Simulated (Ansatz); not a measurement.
Input:

YRh$_{5}$:
```cif
data_Rh5Y
_chemical_formula_sum 'Rh5 Y1'
_space_group_name_H-M_alt 'P6/mmm'
_space_group_IT_number 191
_space_group_name_Hall '-P 6 2'
_cell_length_a 5.18567
_cell_length_b 5.18567
_cell_length_c 4.28473
_cell_angle_alpha 90.000
_cell_angle_beta 90.000
_cell_angle_gamma 120.000
loop_
_atom_site_label
_atom_site_type_symbol
_atom_site_symmetry_multiplicity
_atom_site_Wyckoff_symbol
_atom_site_fract_x
_atom_site_fract_y
_atom_site_fract_z
_atom_site_occupancy
Rh1 Rh 2 c 0.33333 0.66667 0.00000 1
Y1 Y 1 a 0.00000 0.00000 0.00000 1
Rh2 Rh 3 g 0.50000 0.50000 0.50000 1
```

This is the r²SCAN-relaxed structure.

**Question.** All from DFT-r²SCAN in the program Ansatz with PAW potentials, unless another level is named. Estimate the formation energy from the elements (no fitted shifts).

**Answer.** -0.33 eV/atom.

**Question.** Give the density of states at the Fermi level.

**Answer.** 1.1 states/eV per atom (mean over ±0.08 eV).

The workflow started from an entry of the Crystallography Open Database (COD). Whether it is the stable phase at ambient conditions was not checked. The r²SCAN relaxation kept the symmetry of its start; its stability against distortions is not shown here. The run is not spin-polarised. The references are the lowest solids computed at this level, not always the standard phases. Scalar-relativistic: spin–orbit coupling is off unless named, which matters more the heavier the elements.

Potentials: the later of the program's two PAW sets.
